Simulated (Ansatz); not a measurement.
LiPt:
```cif
data_LiPt
_chemical_formula_sum 'Li1 Pt1'
_space_group_name_H-M_alt 'P-6m2'
_space_group_IT_number 187
_space_group_name_Hall 'P -6 2'
_cell_length_a 2.73503
_cell_length_b 2.73503
_cell_length_c 4.20331
_cell_angle_alpha 90.000
_cell_angle_beta 90.000
_cell_angle_gamma 120.000
loop_
_atom_site_label
_atom_site_type_symbol
_atom_site_symmetry_multiplicity
_atom_site_Wyckoff_symbol
_atom_site_fract_x
_atom_site_fract_y
_atom_site_fract_z
_atom_site_occupancy
Li1 Li 1 b 0.00000 0.00000 0.50000 1
Pt1 Pt 1 e 0.66667 0.33333 0.00000 1
```

Relaxed with r²SCAN.

Tabulate the valence density and the electron localisation function along the shortest Pt–Pt contact (2.73 Å), DFT-r²SCAN in the program Ansatz with PAW potentials.



| distance from Pt (Å) | density (e/Å³) | ELF |
|---|---|---|
| 0.27 | 10.41 | 0.69 |
| 0.41 | 8.45 | 0.68 |
| 0.55 | 6.02 | 0.64 |
| 0.68 | 3.66 | 0.55 |
| 0.82 | 1.92 | 0.42 |
| 0.96 | 0.97 | 0.31 |
| 1.09 | 0.60 | 0.27 |
| 1.23 | 0.45 | 0.30 |
| 1.37 | 0.41 | 0.33 |
| 1.50 | 0.45 | 0.30 |
| 1.64 | 0.60 | 0.27 |
| 1.78 | 0.97 | 0.31 |
| 1.91 | 1.91 | 0.42 |
| 2.05 | 3.66 | 0.55 |
| 2.19 | 6.01 | 0.64 |
| 2.32 | 8.46 | 0.68 |
| 2.46 | 10.41 | 0.69 |

The density is the valence pseudo-density with augmentation charge, so density and ELF within about 1 Å of a nucleus are not all-electron values.

The workflow started from an entry of the Crystallography Open Database (COD). Whether it is the stable phase at ambient conditions was not checked. The r²SCAN relaxation kept the symmetry of its start; whether a distortion lowers the energy is not shown. No spin polarisation was allowed. Scalar-relativistic: spin–orbit coupling is off unless named, which matters more the heavier the elements.

Potentials: the later of the program's two PAW sets.
